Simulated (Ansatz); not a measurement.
Relaxation of a relaxed Ge cell, doubled along one cell vector, shaken by Gaussian noise of σ = 0.08 Å a coordinate; 8 atoms in the cell, which starts as P1 (No. 1), aP8; a = 4.1794 Å, b = 4.4988 Å, c = 8.3588 Å, α = 90.00°, β = 90.00°, γ = 90.00°. These are PBE (plane waves to 420 eV, PAW, scalar-relativistic; Ansatz, a quantum-chemistry and plane-wave program) values and carry that method's errors. Γ-centred k-mesh 3×6×5 on the run's cell (coarser than for final values), Fermi–Dirac smearing 0.05 eV. This is the first round of the run. 

The optimiser's lines from the output (shortened; P is positive under compression):

```
relax step   1: F+E_penalty+E_count = -34357.04504005 eV  Δ(F+E_penalty+E_count) = +0.000e0 eV  max|allowed force component| = 1.955e-1 eV/Å  Δτ_max = 0.0000 Å  P = +0.081 GPa  Ω = 157.165 Å³  (9 SCF iters, dr2 threshold 1.00e-7 eV, accepted)
relax step   2: F+E_penalty+E_count = -34357.14079139 eV  Δ(F+E_penalty+E_count) = -9.575e-2 eV  max|allowed force component| = 2.655e-1 eV/Å  Δτ_max = 0.0635 Å  P = -0.146 GPa  Ω = 156.999 Å³  (6 SCF iters, dr2 threshold 8.00e-7 eV, accepted)
relax step   3: F+E_penalty+E_count = -34357.35184988 eV  Δ(F+E_penalty+E_count) = -2.111e-1 eV  max|allowed force component| = 3.070e-1 eV/Å  Δτ_max = 0.1949 Å  P = +0.532 GPa  Ω = 155.851 Å³  (7 SCF iters, dr2 threshold 8.00e-7 eV, accepted)
relax step   4: F+E_penalty+E_count = -34357.46471273 eV  Δ(F+E_penalty+E_count) = -1.129e-1 eV  max|allowed force component| = 2.201e-1 eV/Å  Δτ_max = 0.1948 Å  P = -0.070 GPa  Ω = 158.815 Å³  (7 SCF iters, dr2 threshold 8.00e-7 eV, accepted)
relax step   5: F+E_penalty+E_count = -34357.57427781 eV  Δ(F+E_penalty+E_count) = -1.096e-1 eV  max|allowed force component| = 1.251e-1 eV/Å  Δτ_max = 0.2000 Å  P = +0.247 GPa  Ω = 160.675 Å³  (7 SCF iters, dr2 threshold 8.00e-7 eV, accepted)
relax step   6: F+E_penalty+E_count = -34357.61352430 eV  Δ(F+E_penalty+E_count) = -3.925e-2 eV  max|allowed force component| = 2.196e-1 eV/Å  Δτ_max = 0.0912 Å  P = +0.331 GPa  Ω = 162.520 Å³  (6 SCF iters, dr2 threshold 8.00e-7 eV, accepted)
relax step   7: F+E_penalty+E_count = -34357.70717829 eV  Δ(F+E_penalty+E_count) = -9.365e-2 eV  max|allowed force component| = 2.226e-1 eV/Å  Δτ_max = 0.1533 Å  P = -0.595 GPa  Ω = 167.813 Å³  (7 SCF iters, dr2 threshold 8.00e-7 eV, accepted)
relax step   8: F+E_penalty+E_count = -34357.80828236 eV  Δ(F+E_penalty+E_count) = -1.011e-1 eV  max|allowed force component| = 2.437e-1 eV/Å  Δτ_max = 0.1880 Å  P = +0.496 GPa  Ω = 172.053 Å³  (7 SCF iters, dr2 threshold 8.00e-7 eV, accepted)
relax step   9: F+E_penalty+E_count = -34358.10054005 eV  Δ(F+E_penalty+E_count) = -2.923e-1 eV  max|allowed force component| = 2.356e-1 eV/Å  Δτ_max = 0.1684 Å  P = +0.697 GPa  Ω = 177.917 Å³  (7 SCF iters, dr2 threshold 8.00e-7 eV, accepted)
relax step  10: F+E_penalty+E_count = -34358.54812231 eV  Δ(F+E_penalty+E_count) = -4.476e-1 eV  max|allowed force component| = 3.452e-1 eV/Å  Δτ_max = 0.1142 Å  P = +0.758 GPa  Ω = 183.476 Å³  (6 SCF iters, dr2 threshold 8.00e-7 eV, accepted)
relax step  11: F+E_penalty+E_count = -34359.01195620 eV  Δ(F+E_penalty+E_count) = -4.638e-1 eV  max|allowed force component| = 3.017e-1 eV/Å  Δτ_max = 0.0779 Å  P = +0.140 GPa  Ω = 186.532 Å³  (6 SCF iters, dr2 threshold 8.00e-7 eV, accepted)
relax step  12: F+E_penalty+E_count = -34359.29025969 eV  Δ(F+E_penalty+E_count) = -2.783e-1 eV  max|allowed force component| = 1.961e-1 eV/Å  Δτ_max = 0.0821 Å  P = -0.598 GPa  Ω = 188.738 Å³  (5 SCF iters, dr2 threshold 8.00e-7 eV, accepted)
relax step  13: F+E_penalty+E_count = -34359.24659889 eV  Δ(F+E_penalty+E_count) = +4.366e-2 eV  max|allowed force component| = 9.162e-1 eV/Å  Δτ_max = 0.1410 Å  P = -1.655 GPa  Ω = 190.136 Å³  (6 SCF iters, dr2 threshold 8.00e-7 eV, rejected (line search))
relax step  14: F+E_penalty+E_count = -34359.40558955 eV  Δ(F+E_penalty+E_count) = -1.153e-1 eV  max|allowed force component| = 4.246e-2 eV/Å  Δτ_max = 0.0954 Å  P = +0.333 GPa  Ω = 185.570 Å³  (13 SCF iters, accepted)
relax step  15: F+E_penalty+E_count = -34359.41010203 eV  Δ(F+E_penalty+E_count) = -4.512e-3 eV  max|allowed force component| = 4.358e-3 eV/Å  Δτ_max = 0.0238 Å  P = -0.115 GPa  Ω = 186.528 Å³  (5 SCF iters, dr2 threshold 7.90e-7 eV, accepted)
relax step  16: F+E_penalty+E_count = -34359.41031768 eV  Δ(F+E_penalty+E_count) = -2.157e-4 eV  max|allowed force component| = 3.729e-4 eV/Å  Δτ_max = 0.0028 Å  P = -0.001 GPa  Ω = 186.291 Å³  (4 SCF iters, dr2 threshold 1.01e-7 eV, accepted)
relax step  17: F+E_penalty+E_count = -34359.68077758 eV  Δ(F+E_penalty+E_count) = -2.705e-1 eV  max|allowed force component| = 1.082e-3 eV/Å  Δτ_max = 0.0000 Å  P = +1.702 GPa  Ω = 186.291 Å³  stress off target by 4.55e0 GPa  SCF on the basis re-selected at this cell (its energy is not comparable with the rows above)  (9 SCF iters)
relax step  18: F+E_penalty+E_count = -34359.79666272 eV  Δ(F+E_penalty+E_count) = -1.159e-1 eV  max|allowed force component| = 3.445e-3 eV/Å  Δτ_max = 0.0010 Å  P = +0.763 GPa  Ω = 189.143 Å³  (6 SCF iters, dr2 threshold 8.00e-7 eV, accepted)
relax step  19: F+E_penalty+E_count = -34359.83473776 eV  Δ(F+E_penalty+E_count) = -3.808e-2 eV  max|allowed force component| = 4.492e-3 eV/Å  Δτ_max = 0.0006 Å  P = -0.002 GPa  Ω = 191.577 Å³  (6 SCF iters, dr2 threshold 8.00e-7 eV, accepted)
relax step  20: F+E_penalty+E_count = -34359.83576861 eV  Δ(F+E_penalty+E_count) = -1.031e-3 eV  max|allowed force component| = 2.722e-4 eV/Å  Δτ_max = 0.0004 Å  P = -0.001 GPa  Ω = 191.582 Å³  (3 SCF iters, dr2 threshold 1.88e-7 eV, accepted)
relax step  21: F+E_penalty+E_count = -34359.83723837 eV  Δ(F+E_penalty+E_count) = -1.470e-3 eV  max|allowed force component| = 2.730e-4 eV/Å  Δτ_max = 0.0000 Å  P = +0.006 GPa  Ω = 191.582 Å³  stress off target by 2.54e-2 GPa  SCF on the basis re-selected at this cell (its energy is not comparable with the rows above)  (8 SCF iters)
relax step  22: F+E_penalty+E_count = -34359.83724079 eV  Δ(F+E_penalty+E_count) = -2.413e-6 eV  max|allowed force component| = 7.260e-5 eV/Å  Δτ_max = 0.0001 Å  P = +0.000 GPa  Ω = 191.602 Å³  (4 SCF iters, dr2 threshold 1.61e-9 eV, accepted)
relax step  23: F+E_penalty+E_count = -34359.83724834 eV  Δ(F+E_penalty+E_count) = -7.550e-6 eV  max|allowed force component| = 7.378e-5 eV/Å  Δτ_max = 0.0000 Å  P = +0.000 GPa  Ω = 191.602 Å³  stress off target by 6.29e-4 GPa  SCF on the basis re-selected at this cell (its energy is not comparable with the rows above)  (6 SCF iters)
```

From the first to the last row the energy changes by -0.35 eV/atom and the volume by +21.9 %. The last row is marked as not comparable with the walk above it, whose basis was carried along; it does compare with step 1, since both stand on a basis selected at the nominal cutoff for their own cell.

Energy and pressure jump between steps 16 and 17 at one geometry, where the plane-wave basis was selected anew. While the cell walks, the set of plane waves is carried along, so its effective cutoff drifts with the strain; re-selecting it at 420 eV moved the energy by -0.034 eV/atom and the pressure by 1.7 GPa. Only step 1 and rows on a re-selected basis compare with each other.

Step 13 was rejected by the optimiser.

Later rounds, restarted from the end of this one on a renewed k-mesh, logged 8 more steps. The final structure after all rounds: Fd-3m, origin choice 1 (No. 227), cF8, diamond type; a = b = c = 5.7621 Å, α = β = γ = 90.00°. Between re-selections the logged energies stand on a plane-wave basis carried along with the cell. No spin polarisation in the result.

Of the parent cell (P4₂/mnm (No. 136)): it is a generated cell of Ge: the first start was made by placing the elements on the sites of a structure type, and the end was not matched to a known phase here, so it may be hypothetical. Known forms of Ge include space group No. 227.
